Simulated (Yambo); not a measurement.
Yambo run on Cs2NaScBr6 (space group Fm-3m, No. 225). The wavefunctions are norm-conserving PBEsol (Quantum ESPRESSO, 88 Ry, no spin-orbit coupling) ones on a 2×2×2 mesh (40 occupied bands); a = b = c = 7.973 Å, α = β = γ = 60.00°.

Yambo input:

```
rim_cut
gw0
dyson
el_el_corr
HF_and_locXC
ppa
em1d
RandQpts= 1000000
RandGvec= 1 Ry
EXXRLvcs= 88 Ry
VXCRLvcs= 352 Ry
Chimod= "HARTREE"
% BndsRnXp
 3 | 363 |
%
NGsBlkXp= 6 Ry
% LongDrXp
 1.0 | 1.0 | 1.0 |
%
PPAPntXp= 15 eV
% GbndRnge
 1 | 363 |
%
GTermKind= "BG"
DysSolver= "n"
ExtendOut
% QPkrange
 1 | 1 | 40 | 40 |
 3 | 3 | 40 | 41 |
%
```

k points by index: 1 = Γ, 3 = X.

Resulting energies as the program prints them:

```
#    K-point    Band    Eo [eV]    E [eV]    E-Eo [eV]    Vxc [eV]    Vnlxc [eV]    Sc|Eo [eV]    Sc|E [eV]    dSc/dw|Eo [eV]    Re(Z)    Im(Z)
#
    1    40    0.000000    -1.256615    -1.256615    -12.86038    -16.57856    2.140050    2.461565    -6.961357    0.796286    -0.001644
    3    40    -0.016964    -1.270453    -1.253489    -12.82452    -16.53355    2.135161    2.455533    -6.953921    0.796459    -0.001635
    3    41    3.092163    4.746074    1.653911    -16.02958    -8.618670    -5.193475    -5.756999    -9.269006    0.745906    -0.002971
```
(The two width columns are left out.) Convergence of these settings isn't established.

Geometry of the Materials Project entry, not relaxed at this level.

The structure is a Materials Project entry; no match was found in the copy of COD used, and its stability was not checked.
